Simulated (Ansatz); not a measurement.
ZnCdO2 in space group P3m1 (No. 156; Zn on 1a, Cd on 1c, O on 1c, O on 1a) at seven volumes, PBEsol (plane waves, PAW; program Ansatz), shape and atoms relaxed at each. One row is withheld.

```
V (Å³/atom)  P (GPa)
-----------  -------
12.559         13.12
12.973          8.09
13.387          3.74
13.801          0.00
14.215         -3.21
14.629         -5.94
15.043             ?
```

Q: Fit the shown pressures and predict the withheld one.

A: P = (3/2)B₀(x^(7/2) − x^(5/2))[1 + (3/4)(B′ − 4)(x − 1)] with x = (V₀/V)^(2/3). Least squares on the six rows gives V₀ = 13.802 Å³/atom, B₀ = 115 GPa, B′ = 4.02. At V = 15.043, x = 0.9442 and P = -8.33 GPa. The run itself gave -8.27 GPa.

The workflow started from a Materials Project entry (that database holds measured and hypothetical structures alike); the Crystallography Open Database copy checked does not list it. Whether it is the stable phase at ambient conditions was not checked. The cell was relaxed with PBEsol under the symmetry of its start; of distortions, only those at the zone centre were tested.

Potentials: the later of the program's two PAW sets.
